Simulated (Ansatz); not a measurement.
Relaxed candidate structures of AlN:

**A**
```
CELL_PARAMETERS angstrom
      2.91935     0.00000     0.00000
      0.00000     2.91935     0.00000
      0.00000     0.00000     5.14216
ATOMIC_POSITIONS crystal
  Al 0.00000 0.50000 0.00000
  Al 0.50000 0.00000 0.50000
  N  0.00000 0.00000 0.25000
  N  0.00000 0.00000 0.75000
```

**B**
```xyz
4
Lattice="3.3015 0.0000 0.0000 -1.6508 2.8592 0.0000 0.0000 0.0000 4.1409" Properties=species:S:1:pos:R:3 pbc="T T T"
Al     0.0000     1.9061     1.0352
Al     1.6508     0.9531     3.1057
N      0.0000     1.9061     3.1057
N      1.6508     0.9531     1.0352
```

**C**
```xyz
4
Lattice="3.1139 0.0000 0.0000 -1.5569 2.6967 0.0000 0.0000 0.0000 4.9835" Properties=species:S:1:pos:R:3 pbc="T T T"
Al     0.0000     1.7978     4.9656
Al     1.5569     0.8989     2.4738
N      0.0000     1.7978     1.8857
N      1.5569     0.8989     4.3775
```

**D**
```xyz
8
Lattice="3.1033 0.0000 0.0000 -1.5517 2.6876 0.0000 0.0000 0.0000 10.0493" Properties=species:S:1:pos:R:3 pbc="T T T"
Al     0.0000     0.0000     5.0100
Al     0.0000     0.0000    10.0346
Al     1.5517     0.8959     7.5334
Al     0.0000     1.7917     2.5088
N      0.0000     0.0000     6.9148
N      0.0000     0.0000     1.8901
N      1.5517     0.8959     9.4272
N      0.0000     1.7917     4.4025
```

**E**
```xyz
2
Lattice="0.0000 2.0226 2.0226 2.0226 0.0000 2.0226 2.0226 2.0226 0.0000" Properties=species:S:1:pos:R:3 pbc="T T T"
Al     2.0226     2.0226     2.0226
N      0.0000     0.0000     0.0000
```

**F**
```
AlN
1.0
    4.24432     2.45046     0.90366
   -4.24432     2.45046     0.90366
    0.00000    -4.90092     0.90366
Al N
3 3
Direct
  0.01200   0.01200   0.70299
  0.01200   0.70299   0.01200
  0.70299   0.01200   0.01200
  0.28147   0.28147   0.59687
  0.28147   0.59687   0.28147
  0.59687   0.28147   0.28147
```

Q: Rank these by energy per atom (lowest first), as PBEsol (plane waves to 420 eV, PAW, scalar-relativistic; Ansatz, a first-principles code) gives it.

A: C (reference, the lowest among the structures calculated here), D (+12 meV/atom), B (+91 meV/atom), E (+103 meV/atom), F (+498 meV/atom), A (+0.93 eV/atom)

Q: Which candidates are metallic at this level, and what gaps do the others have?

A: No gap: A. B: 3.32 eV (no spin-orbit coupling); C: 4.09 eV (no spin-orbit coupling); D: 3.90 eV (no spin-orbit coupling); E: 4.55 eV (no spin-orbit coupling); F: 1.73 eV (no spin-orbit coupling).

Probably no minimum, since a slightly shaken restart fell lower: P4₂/mmc, tP4 (by 0.83 eV/atom, to Fm-3m).  3 generated cells of layers, chains or molecules, poorly bound without dispersion, are left out. Each run could gain symmetry but not lose that of its start, so entries can be saddle points. From databases, or of a type measured for this composition: P6₃/mmc, hP4; P6₃mc, hP4, wurtzite type; Fm-3m, cF8, rock salt type; the others are generated cells (placed on structure types, drawn at random, substituted or restacked) that were not matched to a known phase here. Static energies at zero pressure. The runs use different k-meshes, so differences are rounded accordingly. No spin polarisation in the result.
